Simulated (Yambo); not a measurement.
Yambo run on K$_{2}$Pt (space group Fm-3m, No. 225). The wavefunctions are norm-conserving PBEsol (Quantum ESPRESSO, 84 Ry, scalar-relativistic) ones on a 4×4×4 mesh (18 occupied bands); a = b = c = 5.2837 Å, α = β = γ = 60.00°.

Yambo input:

```
rim_cut
HF_and_locXC
RandQpts= 1000000
RandGvec= 1 Ry
EXXRLvcs= 84 Ry
VXCRLvcs= 336 Ry
% QPkrange
 1 | 1 | 18 | 19 |
 3 | 3 | 18 | 19 |
 7 | 7 | 18 | 19 |
 8 | 8 | 18 | 19 |
%
```

k points by index: 1 = Γ, 3 = L, 7 = X, 8 = W.

The o-*.hf file then holds:

```
#    K-point    Band    Eo [eV]    Ehf [eV]    Vxc [eV]    Vnlxc [eV]
#
    1    18    -0.048732    -4.650043    -19.28868    -23.88999
    1    19    3.550390    7.845825    -8.926089    -4.630653
    3    18    -0.066941    -4.606175    -19.22652    -23.76576
    3    19    1.400760    4.368008    -7.262048    -4.294801
    7    18    0.000000    -4.382356    -19.24966    -23.63202
    7    19    1.636393    4.950974    -7.973357    -4.658776
    8    18    -0.051428    -4.611067    -19.32340    -23.88304
    8    19    2.706230    6.209428    -9.042696    -5.539498
```
Exchange alone, without screening.

Spin-orbit coupling is not included.

Geometry relaxed with PBEsol.

The structure is a Materials Project entry; no match was found in the copy of COD used, and its stability was not checked.
